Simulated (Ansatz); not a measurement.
All numbers below come from Ansatz 0.2.0, DFT PBE, scalar-relativistic, plane waves, PAW. Settings of the last relaxation (9-atom cell): 420 eV, 6×6×6 k points, Gaussian smearing of 0.02 eV, no spin polarisation.

Formation energies are uncorrected and count from the elements' standard states at the same level.

Problem. Give a relaxed trial structure of a trigonal semiconductor that holds Hf and 2 more elements, with a gap near 1.2 eV, a formation energy near −1.57 eV/atom and a density near 3.9 g/cm³, in a cell of 9 atoms. Its symmetry should be R-3 (No. 148).

Solution. HfZr2S6, space group R-3 (No. 148). Around Zr lie 6 S at 2.57 Å, 3 Hf at 3.67 Å and 3 Zr at 3.67 Å; Hf is surrounded by 6 S at 2.56 Å and 6 Zr at 3.67 Å; S has 1 Hf at 2.56 Å and 2 Zr at 2.57 Å.

```cif
data_structure
_symmetry_space_group_name_H-M 'R-3:H'
_symmetry_Int_Tables_number 148
_cell_length_a 6.3638
_cell_length_b 6.3638
_cell_length_c 20.3275
_cell_angle_alpha 90.000
_cell_angle_beta 90.000
_cell_angle_gamma 120.000
_cell_volume 712.92
loop_
_atom_site_label
_atom_site_type_symbol
_atom_site_symmetry_multiplicity
_atom_site_Wyckoff_symbol
_atom_site_fract_x
_atom_site_fract_y
_atom_site_fract_z
_atom_site_occupancy
Zr1 Zr 6 c 0.00000 0.00000 0.16666 1
Hf1 Hf 3 b 0.33333 0.66667 0.16667 1
S1 S 18 f 0.00230 0.33564 0.09545 1
```

* Volume per atom: 26.4 Å³
* Density: 3.9 g/cm³
* Energy over the elements: −1.570 eV/atom
* Gap on the 6×6×6 mesh of the 9-atom cell: 1.16 eV

It was reached by relaxing an invented guess, and it needn't be the stable form of this composition. Other answers may fit too; this one was computed.

No dispersion correction is applied, so the spacing and binding between layers, chains or molecules are poorly described. These runs have no spin–orbit coupling, which can matter for Hf. Kohn–Sham gaps at this level usually fall short of measured ones. The reference form of S is held partly by dispersion forces, which this level lacks. Symmetry constrained the relaxation, so the result can be a saddle point.
